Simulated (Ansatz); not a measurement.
WSeS in space group P-3m1 (No. 164; W on 2d, Se on 2d, S on 2d) under volume change, r²SCAN+D4 in the plane-wave PAW code Ansatz, shape and atoms relaxed at each volume.

| V (Å³/atom) | E − E(relaxed) (meV/atom) | P (GPa) |
|---|---|---|
| 17.736 | 27.5 | 5.99 |
| 18.321 | 10.7 | 3.34 |
| 18.906 | 2.3 | 1.37 |
| 19.490 | 0.0 | 0.00 |
| 20.075 | 1.7 | -0.87 |
| 20.660 | 5.8 | -1.34 |
| 21.245 | 11.1 | -1.54 |

Task: What does a third-order Birch–Murnaghan fit give for V₀, B₀ and B′?

Result: V₀ = 19.50 Å³/atom, B₀ = 35.7 GPa, B′ = 13.5.

The workflow started from a Materials Project entry (that database holds measured and hypothetical structures alike); the Crystallography Open Database copy checked does not list it. Whether it is the stable phase at ambient conditions was not checked. The r²SCAN+D4 relaxation kept the symmetry of its start; whether a distortion lowers the energy is not shown. No spin polarisation was allowed. Spin–orbit coupling is left out wherever it is not named.

Potentials: the later of the program's two PAW sets.
